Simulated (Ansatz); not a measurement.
Relaxation of ZrHg

These are results of DFT PBEsol, scalar-relativistic, plane waves, PAW in Ansatz 0.2.0, not measurements. Settings: 420 eV cutoff, 14×14×10 k-mesh, Gaussian smearing of 0.10 eV, no spin polarisation.

What was changed: uniaxial strain along c, with a, b and atoms relaxed: -4.5 %.

Spin–orbit coupling is left out, which can shift energies with elements as heavy as these.

Command:

```bash
ansatz run input.yaml --threads 1 --pin off --max-ram 1331MiB --backend cpu --events-out ev --progress --plain --runs-dir out
```

Input:

```yaml
crystal:
  lattice:
    - [3.1376528914, 0.0, 0.0]
    - [0.0, 3.1376528914, 0.0]
    - [0.0, 0.0, 4.0616034585]
  atoms:
    - { symbol: Zr, position: [0.5, 0.5, 0.5] }
    - { symbol: Hg, position: [0.0, 0.0, 0.0] }
basis:
  ecutwfc: 420
kpoints:
  mp_grid: { grid: [14, 14, 10] }
hamiltonian:
  xc: pbesol
scf:
  occupations: { method: gaussian, width: 0.1 }
output:
  forces: true
  stress: true
  eigenvalues: true
relax:
  adjacent_minimum: "off"
  f_tol: 0.008
  max_steps: 40
  cell: { stress_tol: 0.015, fix: [c, angles] }
```

F is the free energy. Steps run on the plane waves of an earlier cell, but the last one, and at times one on the way, on a freshly chosen basis, so a repeated geometry can differ a little in energy. The held parts of the cell keep their stress, so P needn't end at zero.

Steps:

```
step F − F(1) (eV) largest force component (eV/Å) V (Å³/atom) P (GPa)
   1         0.0000                           0.000       19.993     3.62
   2         0.0012                           0.000       20.953    -1.83
   3        -0.0075                           0.000       20.458     0.81
   4        -0.0075                           0.000       20.452     0.85
   5        -0.0077                           0.000       20.452     0.85
```

Relaxed structure:

```xyz
2
Lattice="3.1735 0.0000 0.0000 0.0000 3.1735 0.0000 0.0000 0.0000 4.0616" Properties=species:S:1:pos:R:3 pbc="T T T"
Zr    1.5867    1.5867    2.0308
Hg    0.0000    0.0000    0.0000
```

It takes space group P4/mmm (No. 123, tetragonal). Conventional cell: a = 3.173 Å, b = 3.173 Å, c = 4.062 Å, α = 90.00°, β = 90.00°, γ = 90.00°. Zr (site symmetry 4/mmm) is surrounded by 8 Hg at 3.03 Å and 4 Zr at 3.17 Å. Around Hg (site symmetry 4/mmm) lie 8 Zr at 3.03 Å and 4 Hg at 3.17 Å.

The run converged. The run took roughly 50 core-seconds.